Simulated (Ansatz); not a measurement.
Relaxed Ga₂O₃ (beta-Ga2O3 type, space group C2/m):

```xyz
10
Lattice="6.2280 -1.5416 0.0000 6.2280 1.5416 0.0000 -1.3917 0.0000 5.7101" Properties=species:S:1:pos:R:3 pbc="T T T"
Ga     0.0138     0.0000     4.5380
Ga    11.0505     0.0000     1.1722
Ga     7.7649     0.0000     1.7940
Ga     3.2994     0.0000     3.9161
O      1.8844     0.0000     0.6233
O      9.1799     0.0000     5.0869
O      1.3782     0.0000     3.2224
O      9.6861     0.0000     2.4877
O      5.8210     0.0000     1.4658
O      5.2433     0.0000     4.2444
```

A phonon eigenvector at Γ is frozen into this cell: atom i moves by Q times the vector below, so Q is the largest atomic displacement, in Å. The cell is held.

```json
[
 {"atom": "Ga1", "x": "0.019", "y": "0.000", "z": "-0.364"},
 {"atom": "Ga2", "x": "0.019", "y": "0.000", "z": "-0.364"},
 {"atom": "Ga3", "x": "0.233", "y": "0.000", "z": "0.351"},
 {"atom": "Ga4", "x": "0.233", "y": "0.000", "z": "0.351"},
 {"atom": "O5", "x": "-1.000", "y": "0.000", "z": "-0.027"},
 {"atom": "O6", "x": "-1.000", "y": "0.000", "z": "-0.027"},
 {"atom": "O7", "x": "0.082", "y": "0.000", "z": "0.029"},
 {"atom": "O8", "x": "0.082", "y": "0.000", "z": "0.029"},
 {"atom": "O9", "x": "-0.178", "y": "0.000", "z": "0.052"},
 {"atom": "O10", "x": "-0.178", "y": "0.000", "z": "0.052"}
]
```

All values below come from PBE (plane waves to 420 eV, PAW, scalar-relativistic; Ansatz, a quantum-chemistry and plane-wave program). k mesh 11×11×6 (Γ-centred), Fermi-Dirac smearing 0.05 eV. E stands for the smeared free energy. Ga2O3 was relaxed with its symmetry unable to fall. The PAW data are Ansatz's earlier set. The zero of ΔE is the undisplaced structure.

| Q (Å) | ΔE (meV/cell) |
|---|---|
| -0.2800 | withheld |
| -0.2333 | 458 |
| -0.1867 | 291 |
| -0.1400 | 163 |
| -0.0933 | 72 |
| -0.0467 | 18 |
| 0.0000 | 0 |
| 0.0467 | 18 |
| 0.0933 | 72 |
| 0.1400 | 163 |
| 0.1867 | 291 |
| 0.2333 | 458 |
| 0.2800 | withheld |

Task: Fit an even polynomial form (powers 2, 4) to the given rows and predict ΔE at Q = -0.2800.

Result: Least squares on the 11 given rows: ΔE = (8246)·Q² + (3074)·Q⁴, in meV/cell with Q in Å; root-mean-square residual 0.1 meV/cell. At -0.2800 the fit gives 665 meV/cell; the calculation gives 665 meV/cell, the same to the digits shown. The quadratic term alone would give 646 meV/cell.

(For displaced atoms, the force is minus the slope of the energy, and its curvature is a force constant, which sets phonon frequencies.)
